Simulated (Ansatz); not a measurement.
Relaxed-ion elastic tensor of K₂LiGaF₆ in space group Fm-3m (No. 225; K on 8c, Li on 4b, Ga on 4a, F on 24e) in GPa (Voigt order), PBEsol in the plane-wave PAW code Ansatz; density 3.55 g/cm³, 12.56 Å³ per atom.

|  | 1 | 2 | 3 | 4 | 5 | 6 |
|---|---|---|---|---|---|---|
| 1 | 73.5 | 39.6 | 39.6 | 0.0 | 0.0 | 0.0 |
| 2 | 39.6 | 73.5 | 39.6 | 0.0 | 0.0 | 0.0 |
| 3 | 39.6 | 39.6 | 73.5 | 0.0 | 0.0 | 0.0 |
| 4 | 0.0 | 0.0 | 0.0 | 37.7 | 0.0 | 0.0 |
| 5 | 0.0 | 0.0 | 0.0 | 0.0 | 37.7 | 0.0 |
| 6 | 0.0 | 0.0 | 0.0 | 0.0 | 0.0 | 37.7 |

Question: Is the crystal mechanically stable?

Answer: Yes: the smallest eigenvalue of C is 33.9 GPa.

Question: Work out the Voigt, Reuss and Hill averages.

Answer: K_V = 50.9, K_R = 50.9, K_H = 50.9; G_V = 29.4, G_R = 25.3, G_H = 27.4 GPa.

Question: Give Young's modulus, Poisson's ratio, Pugh's ratio and the universal anisotropy index.

Answer: E = 9KG/(3K + G) = 69.6 GPa; ν = 0.27; K/G = 1.86 (ductile by the Pugh limit of 1.75); A_U = 5G_V/G_R + K_V/K_R − 6 = 0.81.

Question: Estimate the sound speeds and the Debye temperature.

Answer: v_l = √((K + 4G/3)/ρ) = 4960 m/s, v_t = √(G/ρ) = 2780 m/s, mean 3090 m/s; Θ = (h/k)(3n/4πV)^(1/3) v_m = 396 K.

Question: Give the Zener ratio and Young's modulus along [100], [110] and [111].

Answer: A = 2C44/(C11 − C12) = 2.22; 1/E = S11 − 2(S11 − S12 − S44/2)Γ with Γ = 0, 1/4, 1/3 gives 45.8, 72.9, 90.7 GPa.

Question: Solve the Christoffel equation for the three sound speeds along [100], [110], [111].

Answer: Eigenvalues of C_ijkl n_j n_l equal ρv². In km/s, slowest first: [100] 3.26, 3.26, 4.55; [110] 2.19, 3.26, 5.15; [111] 2.59, 2.59, 5.34.

The first step of the workflow began from a Materials Project structure, measured or hypothetical; the Crystallography Open Database copy checked does not list it. Its standing as an ambient phase is unchecked. Symmetry was held in the PBEsol relaxation; whether a distortion lowers the energy is not shown.

Potentials: the later of the program's two PAW sets.
